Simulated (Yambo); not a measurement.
BSE-type run in Yambo on Be₂C (space group Fm-3m, No. 225) under isotropic strain of -3 % on all lattice vectors, at zero momentum.

Quantum ESPRESSO step (PBEsol, PseudoDojo standard norm-conserving files, scalar-relativistic):
```
&CONTROL
  calculation = 'nscf'
  pseudo_dir = './pseudo'
  outdir = './out'
/
&SYSTEM
  ibrav = 0
  nat = 3
  ntyp = 2
  ecutwfc = 88.0
  ecutrho = 352.0
  occupations = 'fixed'
  force_symmorphic = .true.
  nbnd = 17
/
&ELECTRONS
  conv_thr = 3.0000000000000004e-09
  diago_full_acc = .true.
  diago_thr_init = 1e-08
/
ATOMIC_SPECIES
Be 9.0122 Be.upf
C 12.0110 C.upf
CELL_PARAMETERS angstrom
  0.000000000000   2.093288413293   2.093288413293
  2.093288413293   0.000000000000   2.093288413293
  2.093288413293   2.093288413293   0.000000000000
ATOMIC_POSITIONS crystal
Be   0.749999787868   0.749999787868   0.749999787868
Be   0.249999787868   0.249999787868   0.249999787868
C   0.999999787868   0.999999787868   0.999999787868
K_POINTS automatic
10 10 10 0 0 0
```

Yambo input:
```
rim_cut
optics
bse
bss
dipoles
em1s
RandQpts= 1000000
RandGvec= 1 Ry
FFTGvecs= 40 Ry
Chimod= "HARTREE"
BSKmod= "SEX"
BSEmod= "resonant"
BSSmod= "hs"
BSENGexx= 15 Ry
BSENGBlk= 4 Ry
% KfnQP_E
 1.33 | 1.0 | 1.0 |
%
% BSEQptR
 1 | 1 |
%
% BSEBands
 4 | 9 |
%
% BEnRange
 0.0 | 10.6 | eV
%
% BDmRange
 0.15 | 0.15 | eV
%
BEnSteps= 212
% BLongDir
 1.0 | 0.0 | 0.0 |
%
BSHayTrs= -0.02
BSSNEig= 24
WRbsWF
% BndsRnXs
 3 | 13 |
%
NGsBlkXs= 4 Ry
% LongDrXs
 1.0 | 1.0 | 1.0 |
%
```

From the report:

The dimension is k points × valence × conduction bands = 1000 × 3 × 3 = 9000.
```
   [SLEPC] Approach                          : Krylov-Schur
   [SLEPC] Number of requested eigenvalues   :  24
   [SLEPC] Number of eigenvalues        [NEV]:  24
    [K] Dimension                                    :   9000
    [K] Bands                                        :   4   9
    [K] Exchange res                                 : yes
    [K] Correlation res                              : yes
    [K] W interaction is bare                        : no
    [K] RL vectors exchange                          :  137
    [K] RL vectors correlation                       :  27
    [W] Matrix size                                  :  27
    [W] Bands                                        :   3  13
    [W] Coulomb Cutoff                               : none
    [W] Hxc Kernel                                   : HARTREE
```

Geometry strained from the cell relaxed with PBEsol, atoms relaxed again.
